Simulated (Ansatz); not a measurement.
How far is PAW off for La$_{3}$Tl?

```
CELL_PARAMETERS angstrom
4.95880 0.00000 0.00000
0.00000 4.95880 0.00000
0.00000 0.00000 5.06000
ATOMIC_POSITIONS crystal
La 0.00000 0.50000 0.50000
La 0.50000 0.00000 0.50000
La 0.50000 0.50000 0.00000
Tl 0.00000 0.00000 0.00000
```

Atoms are numbered in the order listed.

The conventional cell has a = 4.959 Å, b = 4.959 Å, c = 5.060 Å, α = 90.00°, β = 90.00°, γ = 90.00°. Around La (atom 1) lie 8 La at 3.51 to 3.54 Å and 4 Tl at 3.54 Å. La (atom 3) is surrounded by 4 Tl at 3.51 Å and 8 La at 3.54 Å. Around Tl (atom 4) lie 12 La at 3.51 to 3.54 Å.

The geometry is COD entry 1522573, unchecked; take it as a test cell. The listed cell was then made from it by scaling, straining or moving an atom.

No spin–orbit coupling, which matters for the heavy atoms here.

Levels of theory: DFT, LDA, PAW with Ansatz's default frozen-core files, scalar-relativistic (Ansatz 0.2.0); DFT, LDA, all-electron PAW with datasets made for the crystal, scalar-relativistic (Ansatz 0.2.0); DFT, LDA, all-electron LAPW, scalar-relativistic (Ansatz 0.2.0).

For PAW: a Γ-centred 8×8×8 k mesh, Fermi–Dirac smearing of 0.08 eV, cutoff 420 eV, no spin polarisation; the PAW files were made with PBE, and the program remakes their frozen cores for this functional. The crystal-made all-electron datasets (AE datasets) take a cutoff of 260 eV at this cell. LAPW targets a basis error of 0.5 meV/atom. The Ansatz runs share mesh, smearing and spin set-up. Plane-wave (PAW) pressures include the program's estimate of the Pulay term.

Stress and pressure are positive in compression.

The change that made this cell: equal xx and yy strain of -2 %.

No spin–orbit coupling: at heavy atoms the gradients can be off by tens of per cent for that reason.

In a metal, gradients converge slowly with the k mesh: the values move by tens of per cent from one mesh to another, at times in sign, so only the comparison on one mesh counts.

```csv
quantity,PAW,AE datasets,LAPW
pressure (GPa),-2.17,-2.13,-2.13
stress xx (GPa),-1.98,-1.94,-1.94
stress zz (GPa),-2.54,-2.51,-2.51
largest principal field gradient Vzz at La1 (10²¹ V/m²),12.58,12.70,–
largest principal field gradient Vzz at La3 (10²¹ V/m²),14.56,14.71,–
largest principal field gradient Vzz at Tl4 (10²¹ V/m²),1.70,1.69,–
```

PAW's pressure differs from the LAPW value by -0.03 GPa.
